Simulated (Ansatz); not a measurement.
Method: DFT PBE, scalar-relativistic, plane waves, PAW in Ansatz. Settings: cutoff 420 eV, Γ-centred meshes spaced at most about 0.3 Å⁻¹, and about 0.25 Å⁻¹ or finer for metals (2π included), Gaussian smearing. No spin polarisation in the final relaxations.

All energies are static (0 K, no zero-point motion). All come from trial cells, and lower structures may exist.

Question: Order these relaxed structures of BeCd2Te3 by energy, lowest first, with the energy over the lowest of them.
A.

```
CELL_PARAMETERS angstrom
5.25736 0.00000 0.00000
-2.62868 4.55301 0.00000
0.00000 0.00000 10.11150
ATOMIC_POSITIONS crystal
Be 0.00000 0.00000 0.00000
Cd 0.00000 0.00000 0.76656
Cd 0.00000 0.00000 0.23344
Te 0.33333 0.66667 0.00000
Te 0.66667 0.33333 0.00000
Te 0.00000 0.00000 0.50000
```

B.

```
CELL_PARAMETERS angstrom
4.10481 0.00000 0.00000
-2.05241 3.55487 0.00000
0.00000 0.00000 10.45731
ATOMIC_POSITIONS crystal
Be 0.00000 0.00000 0.50000
Cd 0.33333 0.66667 0.82231
Cd 0.66667 0.33333 0.17769
Te 0.33333 0.66667 0.36389
Te 0.66667 0.33333 0.63611
Te 0.00000 0.00000 0.00000
```

C.

```
CELL_PARAMETERS angstrom
5.05522 0.00000 0.00000
0.00000 5.05522 0.00000
0.00000 0.00000 10.19485
ATOMIC_POSITIONS crystal
Be 0.00000 0.00000 0.00000
Cd 0.00000 0.00000 0.76262
Cd 0.00000 0.00000 0.23738
Te 0.00000 0.50000 0.00000
Te 0.50000 0.00000 0.00000
Te 0.00000 0.00000 0.50000
```

D.

```
CELL_PARAMETERS angstrom
3.51545 0.00000 0.00000
0.00000 3.51545 0.00000
0.00000 0.00000 11.94795
ATOMIC_POSITIONS crystal
Be 0.00000 0.00000 0.00000
Cd 0.00000 0.00000 0.31917
Cd 0.00000 0.00000 0.68083
Te 0.50000 0.50000 0.13089
Te 0.50000 0.50000 0.50000
Te 0.50000 0.50000 0.86911
```

Answer: B (0 meV/atom), D (422 meV/atom), C (480 meV/atom), A (578 meV/atom). Forms: B Be and Cd ordered on rock salt sites, P-3m1; D Be and Cd ordered on caesium chloride sites, P4/mmm; C P4/mmm; A P6/mmm. Counting Te atoms around Be and Cd (those within 1.25 times the shortest such distance or 1.15 times the sum of covalent radii, 1.27 where that leaves under three; a plus sign parts nearer from farther groups; the shortest distance is added where it exceeds 1.18 times the sum of covalent radii): B has Be 6 from 2.8 Å, Cd 6; D has Be 8 from 2.9 Å, Cd 8; C has Be 4, Cd 1+4; A has Be 6 from 3.0 Å, Cd 1. A holds Te–Te nets (shortest 3.04 Å) (bonds between like non-metal atoms; other contacts aren't counted).

Spin–orbit coupling, which can matter for Te, is left out. Cells relaxed within their symmetry can be saddle points. Some types were kept out of the candidates beforehand, so the set may lack a known form.
